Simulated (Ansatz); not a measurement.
Ge:
```cif
data_Ge4
_chemical_formula_sum 'Ge4'
_space_group_name_H-M_alt 'P 1'
_space_group_IT_number 1
_cell_length_a 3.95896
_cell_length_b 3.95896
_cell_length_c 6.53233
_cell_angle_alpha 90.000
_cell_angle_beta 90.000
_cell_angle_gamma 120.000
loop_
_space_group_symop_operation_xyz
  'x, y, z'
loop_
_atom_site_label
_atom_site_type_symbol
_atom_site_fract_x
_atom_site_fract_y
_atom_site_fract_z
_atom_site_occupancy
Ge1 Ge 0.66667 0.33333 0.06287 1
Ge2 Ge 0.33333 0.66667 0.93713 1
Ge3 Ge 0.33333 0.66667 0.56287 1
Ge4 Ge 0.66667 0.33333 0.43713 1
```

Relaxed with LDA.

Problem. Which orbitals make up the states near the Fermi level in DFT-LDA in the program Ansatz with PAW potentials?

Solution. Within 0.5 eV of the Fermi level: Ge 4p 68 %, Ge 4s 28 %. Projections are on Löwdin-orthogonalised atomic valence shells; empty p or d shells of many metals are not among them.

Problem. Tabulate the density of states.

Solution. States/eV per cell of 4 atoms, in 0.25 eV bins, energy from the Fermi level.

| E (eV) | total | Ge 4p | Ge 4s |
|---|---|---|---|
| -7.85 | 1.36 | 0.64 | 0.71 |
| -7.60 | 1.25 | 0.59 | 0.65 |
| -7.35 | 1.18 | 0.55 | 0.62 |
| -7.10 | 1.15 | 0.54 | 0.60 |
| -6.85 | 1.02 | 0.48 | 0.53 |
| -6.60 | 0.80 | 0.38 | 0.42 |
| -6.35 | 0.68 | 0.32 | 0.35 |
| -6.10 | 0.59 | 0.28 | 0.31 |
| -5.85 | 0.51 | 0.24 | 0.26 |
| -5.60 | 0.45 | 0.21 | 0.23 |
| -5.35 | 0.39 | 0.19 | 0.20 |
| -5.10 | 0.54 | 0.36 | 0.18 |
| -4.85 | 1.42 | 1.23 | 0.18 |
| -4.60 | 1.67 | 1.48 | 0.18 |
| -4.35 | 1.44 | 1.26 | 0.16 |
| -4.10 | 1.67 | 1.49 | 0.16 |
| -3.85 | 1.85 | 1.68 | 0.16 |
| -3.60 | 1.95 | 1.79 | 0.15 |
| -3.35 | 2.15 | 2.00 | 0.14 |
| -3.10 | 2.57 | 2.42 | 0.14 |
| -2.85 | 2.79 | 2.64 | 0.13 |
| -2.60 | 2.68 | 2.54 | 0.12 |
| -2.35 | 3.17 | 3.04 | 0.11 |
| -2.10 | 3.14 | 3.05 | 0.08 |
| -1.85 | 2.17 | 2.10 | 0.06 |
| -1.60 | 1.72 | 1.67 | 0.04 |
| -1.35 | 1.16 | 1.13 | 0.02 |
| -1.10 | 0.83 | 0.81 | 0.01 |
| -0.85 | 0.60 | 0.58 | 0.01 |
| -0.60 | 0.40 | 0.40 | 0.00 |
| -0.35 | 0.25 | 0.24 | 0.00 |
| -0.10 | 0.09 | 0.08 | 0.00 |
| 0.15 | 0.12 | 0.06 | 0.05 |
| 0.40 | 0.75 | 0.41 | 0.30 |
| 0.65 | 1.28 | 0.74 | 0.46 |
| 0.90 | 1.71 | 1.00 | 0.60 |
| 1.15 | 2.23 | 1.31 | 0.79 |
| 1.40 | 2.12 | 1.28 | 0.70 |
| 1.65 | 2.30 | 1.42 | 0.70 |
| 1.90 | 2.37 | 1.52 | 0.65 |
| 2.15 | 1.55 | 1.02 | 0.40 |
| 2.40 | 1.88 | 1.32 | 0.36 |
| 2.65 | 2.08 | 1.52 | 0.32 |
| 2.90 | 3.22 | 2.38 | 0.43 |
| 3.15 | 3.04 | 2.27 | 0.37 |
| 3.40 | 2.39 | 1.81 | 0.28 |
| 3.65 | 2.85 | 2.18 | 0.27 |
| 3.90 | 2.48 | 1.85 | 0.25 |
| 4.15 | 2.29 | 1.66 | 0.25 |
| 4.40 | 2.57 | 1.87 | 0.26 |
| 4.65 | 2.74 | 1.95 | 0.29 |

Space group P6_3/mmc. The first step of the workflow began from a Materials Project structure, measured or hypothetical; the Crystallography Open Database copy checked does not list it. It is not the phase usual at ambient conditions (space group No. 227). Symmetry was held in the LDA relaxation; its stability against distortions is not shown here. Scalar-relativistic: spin–orbit coupling is off unless named, which matters more the heavier the elements.

Potentials: the later of the program's two PAW sets.
